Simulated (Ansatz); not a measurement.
Data sheet: SiW2 (DFT)

SiW2:
Space group P4/nmm, origin choice 1 (No. 129); a = b = 3.6929 Å, c = 6.7558 Å, α = β = γ = 90.00°

```csv
atom,site,symmetry,x,y,z
W,2a,-4m2,0.0000,0.0000,0.0000
W,2c,4mm,0.5000,0.0000,0.3410
Si,2c,4mm,0.0000,0.5000,0.2857
```

Space group P4/nmm (No. 129); conventional cell a = 3.6929 Å, b = 3.6929 Å, c = 6.7558 Å, α = 90.00°, β = 90.00°, γ = 90.00°.

Method: plane-wave PAW PBE (Ansatz code). Geometry: relaxed at this level of theory. Other levels are named where they apply.

Cell and energy:

- Volume per atom = 15.36 Å³
- Density = 14.27 g/cm³
- Formation energy from the elements (no fitted shifts) = 9.4 kJ/mol of atoms

Electronic structure:

* **Electronic character**: metallic (no gap)
* **Density of states at the Fermi level**: 0.60 states/eV per atom (mean over ±0.08 eV)

Mechanics:

* **Bulk modulus (Birch–Murnaghan fit)**: 243 GPa
* **Pressure derivative B′**: 4.4

A made-up cell: these elements were put on the sites of a structure type; neither database checked (COD, Materials Project) lists it. Whether it is the stable phase at ambient conditions was not checked. The PBE relaxation kept the symmetry of its start; its stability against distortions is not shown here. The run is not spin-polarised. The references are the lowest solids computed at this level, not always the standard phases. Scalar-relativistic: spin–orbit coupling is off unless named, which matters more the heavier the elements.

Potentials: the later of the program's two PAW sets.
